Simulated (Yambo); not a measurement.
Consider the following.

```
CELL_PARAMETERS angstrom
      3.66511     0.00000     0.00000
     -1.83255     3.17408     0.00000
      0.00000     0.00000    15.90000
ATOMIC_POSITIONS crystal
  S  0.66667 0.33333 0.90668
  S  0.33333 0.66667 0.09332
  Sn 0.00000 0.00000 0.00000
```

Workflow: norm-conserving PBE (stringent potentials; Quantum ESPRESSO, 102 Ry, scalar-relativistic), then G0W0 in Yambo (6×6×1 Γ-centred k mesh, bands 5 to 125 and a 6 Ry block in the screening, 125 bands in G with the Bruneval-Gonze terminator, plasmon pole fitted at 27.2 eV, slab-truncated Coulomb interaction, stochastic integration of W near q = 0).

Question: Give the PBE and G0W0 gaps between the band edges found on this mesh, and say where the edges lie.

Answer: Edges: (0, 0.167) → M. PBE: 1.57 eV; G0W0: 3.09 eV. Convergence of the G0W0 settings was not tested. Spin-orbit splittings are left out.

Geometry relaxed with PBE+D3(BJ).
